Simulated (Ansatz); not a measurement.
SiC (CsCl type, Pm-3m) at seven volumes, PBEsol in the plane-wave PAW code Ansatz, scaled uniformly. One row is withheld.

| V (Å³/atom) | P (GPa) |
|---|---|
| 8.176 | 21.67 |
| 8.446 | 13.24 |
| 8.715 | 6.09 |
| 8.985 | 0.00 |
| 9.254 | ? |
| 9.524 | -9.39 |
| 9.794 | -12.79 |

Problem. Fit the shown pressures and predict the withheld one.

Solution. P = (3/2)B₀(x^(7/2) − x^(5/2))[1 + (3/4)(B′ − 4)(x − 1)] with x = (V₀/V)^(2/3). Least squares on the six rows gives V₀ = 8.986 Å³/atom, B₀ = 183 GPa, B′ = 4.75. At V = 9.254, x = 0.9806 and P = -5.02 GPa. The run itself gave -5.20 GPa.

A made-up cell: these elements were put on the sites of a structure type; neither database checked (COD, Materials Project) lists it. It is not the phase usual at ambient conditions (space group No. 186, 216). Symmetry was held in the PBEsol relaxation. At this level the phase is dynamically unstable (imaginary phonons).

Potentials: the later of the program's two PAW sets.
